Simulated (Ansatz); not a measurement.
# How far is PAW off for NbRu$_{3}$?

```
Nb Ru
1.0
     3.88000    0.00000    0.00000
     0.00000    3.88000    0.00000
     0.00000    0.00000    3.88000
Nb Ru
1 3
Direct
  0.00000 0.00000 0.00000
  0.00000 0.50000 0.50000
  0.50000 0.00000 0.50000
  0.50000 0.50000 0.00000
```

Atom numbers follow the list: Nb1, Ru2, Ru3, Ru4.

The geometry is COD entry 2310239, unchecked; take it as a test cell.

Spin polarisation is left out, and whether a magnetic state lies lower isn't shown here.

Methods: DFT, LDA, PAW with Ansatz's default frozen-core files, scalar-relativistic (Ansatz 0.2.0); DFT, LDA, all-electron LAPW, scalar-relativistic (Ansatz 0.2.0).

For PAW: a Γ-centred 9×9×9 k mesh, Fermi–Dirac smearing of 0.05 eV, cutoff 420 eV, no spin polarisation; the PAW files were made with PBE, and the program remakes their frozen cores for this functional. LAPW targets a basis error of 1 meV/atom. The Ansatz runs share mesh, smearing and spin set-up. Plane-wave (PAW) pressures include the program's estimate of the Pulay term.

Stress and pressure are positive in compression.

Levels count from the Fermi level.

PAW results:

| quantity | PAW |
| --- | --- |
| pressure (GPa) | -11.47 |
| highest filled level at Γ (eV) | -1.759 |
| lowest empty level at Γ (eV) | 0.488 |
| highest filled level at M (eV) | -0.071 |
| lowest empty level at M (eV) | 0.012 |
| highest filled level at R (eV) | -1.442 |
| lowest empty level at R (eV) | 1.048 |

**Question.** What does LAPW (all electrons) give for the same quantities?

**Answer.** 
```json
{"quantity": "pressure (GPa)", "LAPW": "-11.39"}
{"quantity": "highest filled level at Γ (eV)", "LAPW": "-1.759"}
{"quantity": "lowest empty level at Γ (eV)", "LAPW": "0.491"}
{"quantity": "highest filled level at M (eV)", "LAPW": "-0.071"}
{"quantity": "lowest empty level at M (eV)", "LAPW": "0.013"}
{"quantity": "highest filled level at R (eV)", "LAPW": "-1.442"}
{"quantity": "lowest empty level at R (eV)", "LAPW": "1.043"}
```
